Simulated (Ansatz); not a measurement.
Li:
Space group Im-3m (No. 229); a = 3.477 Å, b = 3.477 Å, c = 3.477 Å, α = 90.00°, β = 90.00°, γ = 90.00°

| atom | site | symmetry | x | y | z |
|---|---|---|---|---|---|
| Li | 2a | m-3m | 0.0000 | 0.0000 | 0.0000 |
(The calculation used a cell of 1 atom; values per cell refer to that cell.)

Relaxed with plane-wave PAW r²SCAN (Ansatz code). Indices refer to the conventional cell of Im-3m, a = b = c = 3.4772 Å, α = β = γ = 90.00°.

Simulate the powder diffraction pattern (Cu Kα, λ = 1.54184 Å; lines above 1 %) up to 2θ = 90°.

Simulated powder pattern, Cu Kα, λ = 1.54184 Å (kinematic, ideal powder, no thermal factors, no anomalous dispersion; the 30 strongest lines at most, above 1 %, up to 2θ = 90°):

```json
[
 {"2θ (°)": "36.55", "d (Å)": "2.459", "I/Imax (%)": "100", "hkl": "(110)"},
 {"2θ (°)": "52.64", "d (Å)": "1.739", "I/Imax (%)": "17", "hkl": "(200)"},
 {"2θ (°)": "65.79", "d (Å)": "1.420", "I/Imax (%)": "34", "hkl": "(211)"},
 {"2θ (°)": "77.67", "d (Å)": "1.229", "I/Imax (%)": "10", "hkl": "(220)"},
 {"2θ (°)": "89.03", "d (Å)": "1.100", "I/Imax (%)": "14", "hkl": "(310)"}
]
```

Symmetry was held in the r²SCAN relaxation.

Potentials: the later of the program's two PAW sets.
